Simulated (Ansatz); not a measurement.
**Pt (Fm-3m), work and stress of cleavage**

The calculation used DFT PBEsol, scalar-relativistic, plane waves, PAW in Ansatz 0.2.0. The runs took a 420 eV cutoff, a Γ-centred 19×19×4 mesh and Gaussian smearing (0.15 eV). Spin–orbit coupling is left out, which can shift energies with elements as heavy as these. No spin polarisation. Energies are free energies at this smearing, counted from the undisturbed cell; pressure is positive in compression.

The undisturbed cell (as given, not relaxed at this level; it stands at 0.6 GPa):

```
Pt
1.0
     1.95790   -1.95790    0.00000
     1.95790    0.00000   -1.95790
     7.83160    7.83160    7.83160
Pt
6
Direct
  0.66667 0.66667 0.08332
  0.00000 0.00000 0.91665
  0.33333 0.33333 0.24998
  0.66667 0.66667 0.58332
  0.00000 0.00000 0.41665
  0.33333 0.33333 0.74998
```

The cut lies on the cell's a–b face, a (1 1 1) plane (indices in the standard cell, whose axes needn't be the Cartesian ones shown) of area 6.64 Å², between layers 2.26 Å apart. Vector c is lengthened by d along the normal with the atoms' Cartesian places fixed: one unrelaxed cut a cell. The traction is positive where the two halves pull on each other.

| d (Å) | energy (J/m²) | traction (GPa) |
| --- | --- | --- |
| -0.30 | 1.09 | -85.2 |
| -0.15 | 0.23 | -33.1 |
| 0.00 | 0.00 | -0.5 |
| 0.25 | 0.37 | 25.2 |
| 0.50 | 1.09 | 30.2 |
| 0.75 | 1.81 | 26.5 |
| 1.00 | 2.40 | 20.4 |
| 1.50 | 3.13 | 10.0 |
| 2.00 | 3.48 | 4.3 |
| 3.00 | 3.67 | 0.6 |
| 4.50 | 3.70 | 0.0 |
| 6.00 | 3.70 | 0.0 |

Problem. What are the work of separation and the cleavage stress, and do they fit the universal binding curve?

Solution. The energy levels off near W ≈ 3.70 J/m² (the traction is down to 0.0 GPa), the energy of the two unrelaxed faces, 1.85 J/m² each on average. The largest sampled traction is 30.2 GPa at d = 0.50 Å, and a parabola through it and its two neighbours peaks at σ_max ≈ 30.3 GPa, d ≈ 0.52 Å. The curve E = W[1 − (1 + d/ℓ)exp(−d/ℓ)] peaks in traction at d = ℓ with σ_max = W/(eℓ); with 1 J/m² per Å = 10 GPa this W and σ_max give ℓ = 0.45 Å. A parabola through that curve at the same three d peaks at 0.49 Å, against 0.52 Å here, a fair fit. Real crystals break at far lower stress, because cracks concentrate it, and on the plane of lowest W, which needn't be this one.

The cut is rigid; relaxing the faces lowers these energies and usually the stresses.

In a metal these slopes depend on the k mesh and the smearing.

Cost: 12 runs of about 4.8 core-minutes in all, on Intel Xeon 6975P-C (Granite Rapids) (shared hosts).